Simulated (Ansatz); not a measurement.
CoSi (FeSi type, space group P2_13)

```yaml
crystal:
  lattice:
    - [4.38574, 0.00000, 0.00000]
    - [0.00000, 4.38574, 0.00000]
    - [0.00000, 0.00000, 4.38574]
  atoms:
    - { symbol: Co, position: [0.14563, 0.14563, 0.14563] }
    - { symbol: Co, position: [0.64563, 0.35437, 0.85437] }
    - { symbol: Co, position: [0.85437, 0.64563, 0.35437] }
    - { symbol: Co, position: [0.35437, 0.85437, 0.64563] }
    - { symbol: Si, position: [0.84329, 0.84329, 0.84329] }
    - { symbol: Si, position: [0.34329, 0.65671, 0.15671] }
    - { symbol: Si, position: [0.15671, 0.34329, 0.65671] }
    - { symbol: Si, position: [0.65671, 0.15671, 0.34329] }
```

The slice is a {210} plane (indices of the conventional cell) through the point (0.646, 0.354, 0.854) (fractional), spanned by u = [100] and v = [021] in vectors of this cell: u (4.39 Å) and v (9.81 Å, at 90° to u). It covers one period; positions are fractions (u, v).

Level of theory: PBEsol (plane waves to 420 eV, PAW, scalar-relativistic; Ansatz, a first-principles code). k mesh 11×11×11. Near the nuclei the fields are pseudised (PAW); where an atom keeps semicore shells as valence, they peak there. At this level the bands of CoSi touch or barely overlap. CoSi is run without spin polarisation. CoSi was relaxed with its symmetry unable to fall.

Q: Predict the map of the electron localisation function (ELF) on the slice.

A: 
```
|x+ +@@%@+ +|
|  :+%%@@*. |
|-++=+##+:::|
|*#+==+:.. :|
|+#***:.xx= |
|=#%%*..xx% |
|----=: =#: |
|. .. -:.. :|
| .+- -++=-:|
|. ::.+*+-::|
|*-. :**=..-|
|%@*==++=:-*|
|:+@*.  .=#=|
|xx@+.== =@=|
|.+@-:xx.:@*|
|+##: ==.:*+|
|:+*=. .=*=:|
|:+##+=#@%+:|
|+#@@**%#*++|
|*%@%++*++%#|
|-+#+::=*%%+|
|  :-..=*#- |
|x+ :=+**= +|
|xx.=%@%%=.x|
```
Scale: ten equal steps from 0.14 (start of ' ') to 0.68 (end of '@'), in the order ' .:-=+*#%@'. Values: electron localisation function (ELF). The map has 11 points along u (one character each, u = 0 at the left) and 24 along v (v = 0 in the bottom row). Points within 0.5 Å of a nucleus are blanked (x), as the pseudised field means little there.
